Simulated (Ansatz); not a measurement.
Ta$_{2}$Se:
```
CELL_PARAMETERS angstrom
      3.37154     0.00000     0.00000
      0.00000     3.37154     0.00000
      0.00000     0.00000    10.07541
ATOMIC_POSITIONS crystal
  Ta 0.50000 0.00000 0.76276
  Ta 0.00000 0.50000 0.23724
  Se 0.50000 0.00000 0.35734
  Se 0.00000 0.50000 0.64266
  Ta 0.50000 0.00000 0.07557
  Ta 0.00000 0.50000 0.92443
```

Relaxed with r²SCAN+D4.

Task: Map the valence electron density (e/Å³), cut off at 3 on the plane through (0.500, 0.000, 0.763) spanned by u = [0, 0, 1] and v = [1, 1, 0] in lattice vectors, from r²SCAN+D4 (plane waves, PAW; program Ansatz).

Result: x is the fraction of u, y of v (the angle between them is 90°; rows are the nearest grid lines); atoms in the plane: Ta at (0.00, 0.00), Ta at (0.47, 0.50), Se at (0.59, 0.00), Se at (0.88, 0.50), Ta at (0.31, 0.00), Ta at (0.16, 0.50).
```
|@@@*.    -@@@@@@-  .+@@@@@-.       .*@@@|
|@@@+.    :@@@@@@:  .=@@@@@:.       .*@@@|
|@@@=.    :*@@@@#:  .-@@@@*:.       .=@@@|
|@@*:.    .=%@@%=.   :=%@*-.         :*@@|
|+=:.     ..-++-..   .:--:..         .:=+|
|....      ......    ......          ....|
|     ....  ....     ....          ..... |
|    ......      ......          ....... |
|   .:-++-..     .:=+:.         ..:--:.. |
|   .=%@@%-.    .:*@@*:         .-*@%=:. |
|.  :#@@@@*:    .=@@@@=.       .:*@@@@-..|
|.  -@@@@@%:    .+@@@@+.       .:@@@@@=..|
|.  -@@@@@%:    .+@@@@+.       .:@@@@@=..|
|.  :#@@@@*:    .=@@@@=.       .:*@@@@-..|
|   .=%@@%-.    .:*@@*:         .-*@%=:. |
|   .:-++-..     .:=+:.         ..:--:.. |
|    ......      ......          ....... |
|     ....  ....     ....          ..... |
|....      ......    ......          ....|
|+=:.     ..-++-..   .:--:..         .:=+|
|@@*:.    .=%@@%=.   :=%@*-.         :*@@|
|@@@=.    :*@@@@#:  .-@@@@*:.       .=@@@|
|@@@+.    :@@@@@@:  .=@@@@@:.       .*@@@|
|@@@*.    -@@@@@@-  .+@@@@@-.       .*@@@|
```
Scale: ten equal steps from 0.042 (start of ' ') to 3.00 (end of '@'), in the order ' .:-=+*#%@'; x runs from 0.000 to 1.00, y from 0.000 (bottom) to 1.00 (top).

The density is the valence pseudo-density with augmentation charge, so density and ELF within about 1 Å of a nucleus are not all-electron values.

Space group P4/nmm. The workflow started from an entry of the Crystallography Open Database (COD). Its standing as an ambient phase is unchecked. The r²SCAN+D4 relaxation kept the symmetry of its start; whether a distortion lowers the energy is not shown. No spin polarisation was allowed. Scalar-relativistic: spin–orbit coupling is off unless named, which matters more the heavier the elements.

Potentials: the later of the program's two PAW sets.
